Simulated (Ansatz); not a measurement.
ZnS (zinc blende), conventional cell a = 5.357 Å, b = 5.357 Å, c = 5.357 Å, α = 90.00°, β = 90.00°, γ = 90.00°. The calculation uses the primitive cell of 2 atoms, to which meshes and values per cell refer.

The volume is varied about the relaxed value V₀ at fixed cell shape. Symmetry pins the atoms to their sites.

These are PBEsol (plane waves to 420 eV, PAW, scalar-relativistic; Ansatz, a program for electronic structure) values and carry that method's errors. k mesh 11×11×11 (Γ-centred), Fermi-Dirac smearing 0.05 eV. The energy includes the smearing's −TS. Compression counts positive. The PAW data are Ansatz's earlier set. ZnS was relaxed with its symmetry unable to fall. The zero of ΔE is the relaxed starting cell.

The scan covers V/V₀ from 0.940 to 1.060 in 11 points.

What is ΔE at V/V₀ = 0.940?

19.0 meV/atom.

What is ΔE at V/V₀ = 1.060?

15.4 meV/atom.

What pressure does the cell carry at V/V₀ = 0.940?

5.59 GPa.

(Under strain, the slope of the energy per volume gives the stress and its curvature an elastic modulus.)
